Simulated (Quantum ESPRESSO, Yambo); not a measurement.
At a photon energy of 7.75 eV, RPA with local fields on PBEsol bands shifted by a G0W0 scissor of 1.94 eV (Quantum ESPRESSO and Yambo; 4×4×4 mesh, 128 bands, 3 Ry local-field block, 0.2 eV broadening) gives ε = 5.19 + 1.67i for KBaYB2O6 (space group R3m, No. 160), field along x. Axes are Cartesian, with cell vectors (Å) (2.74, 1.58, 6.06), (-2.74, 1.58, 6.06), (0.00, -3.16, 6.06).

Question: Work out n, κ, the normal-incidence reflectivity, the absorption coefficient and the penetration depth.

Answer: 
|ε| = 5.45; n = √((|ε| + ε1)/2) = 2.31, κ = √((|ε| − ε1)/2) = 0.36. R = ((n − 1)² + κ²)/((n + 1)² + κ²) = 0.17. α = 2Eκ/(ħc) with ħc = 197.327 eV nm: 0.0284 per nm = 2.8 × 10⁵ per cm, a 1/e depth of 35 nm. The computed direct gap is 5.73 eV, and the energy scale of the real crystal may differ from it. Excitonic effects are left out, and values at one energy depend on mesh and broadening. The scissor comes from a G0W0 run whose convergence isn't established. Convergence of the RPA response with its 4×4×4 mesh was not tested.

Geometry of the Materials Project entry, not relaxed at this level; primitive cell a = b = c = 6.8319 Å, α = β = γ = 47.23°.

The structure is a Materials Project entry; no match was found in the copy of COD used, and its stability was not checked.
